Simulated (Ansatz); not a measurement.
# Trial structures of SiAs4: starts and ends

Method: DFT PBE, scalar-relativistic, plane waves, PAW (Ansatz). All cells share a 420 eV cutoff and Γ-centred k meshes spaced at most about 0.3 Å⁻¹ (about 0.25 or finer for metals, 2π included). No spin polarisation in the final relaxations.

Each guess was relaxed in cell and atoms at zero pressure, within the symmetry of its start. These are static total energies at zero pressure. Coordination counts As atoms around Si (those within 1.25 times the shortest such distance or 1.15 times the sum of covalent radii, 1.27 where that leaves under three; the shortest distance is added where it exceeds 1.18 times the sum of covalent radii).

```tsv
guess	made from	start group	V start (Å³/atom)	end group	V end (Å³/atom)	coordination at the end	gap on mesh (eV)	E over the lowest end (meV/atom)
1	ScAg4 type	I4/m	19.7	I4/m	22.3	Si 4	0	33
2	Co4H type	P-3m1	19.8	P-3m1	22.0	Si 6	0	0
3	SnI4 type	P-43m	24.2	P-43m	21.7	Si 4	0	382
4	Mn4N type	Pm-3m	22.6	Pm-3m	21.4	Si 6	0	535
5	NiHg4 type	Im-3m	21.2	?	?	?	?	?
6	CrB4 type	Immm	19.5	Immm	20.6	Si 8 from 2.8 Å	0	92
```

Guess 5 as it starts:

```cif
data_structure
_symmetry_space_group_name_H-M 'Im-3m'
_symmetry_Int_Tables_number 229
_cell_length_a 5.9622
_cell_length_b 5.9622
_cell_length_c 5.9622
_cell_angle_alpha 90.000
_cell_angle_beta 90.000
_cell_angle_gamma 90.000
_cell_volume 211.94
loop_
_atom_site_label
_atom_site_type_symbol
_atom_site_symmetry_multiplicity
_atom_site_Wyckoff_symbol
_atom_site_fract_x
_atom_site_fract_y
_atom_site_fract_z
_atom_site_occupancy
Si1 Si 2 a 0.00000 0.00000 0.00000 1
As1 As 8 c 0.25000 0.25000 0.75000 1
```

Q: Predict the end of this guess and its energy over the lowest end.

A: It ends in space group Im-3m (No. 229), with a = 5.980 Å, 21.4 Å³/atom and no gap. It lies 240 meV/atom over the lowest end, above guess 6 and below guess 3. Counting As atoms around Si, this end has Si 8 and the lowest (guess 2) has Si 6. The lowest (guess 2) holds As–As nets (shortest 2.48 Å); in this end the shortest As–As distance is 2.99 Å.

```cif
data_structure
_symmetry_space_group_name_H-M 'Im-3m'
_symmetry_Int_Tables_number 229
_cell_length_a 5.9801
_cell_length_b 5.9801
_cell_length_c 5.9801
_cell_angle_alpha 90.000
_cell_angle_beta 90.000
_cell_angle_gamma 90.000
_cell_volume 213.86
loop_
_atom_site_label
_atom_site_type_symbol
_atom_site_symmetry_multiplicity
_atom_site_Wyckoff_symbol
_atom_site_fract_x
_atom_site_fract_y
_atom_site_fract_z
_atom_site_occupancy
Si1 Si 2 a 0.00000 0.00000 0.00000 1
As1 As 8 c 0.25000 0.25000 0.75000 1
```

The zero of energy is the elements' standard structures at the same level; no fitted shifts are applied.

Q: Is the lowest end bound against the elements?

A: No: its formation energy is +0.22 eV/atom. It can't be a ground state, since the elements alone are lower.

Weakly bound directions are ill-defined at this level, which has no dispersion term (P-3m1), and this can change margins and order among such cells. The reference form of As is held partly by dispersion forces, which this level lacks. Cells relaxed within their symmetry can be saddle points. A lower structure may well exist outside this small set. Some candidate types were left out of the draw beforehand, so a known form may be missing.
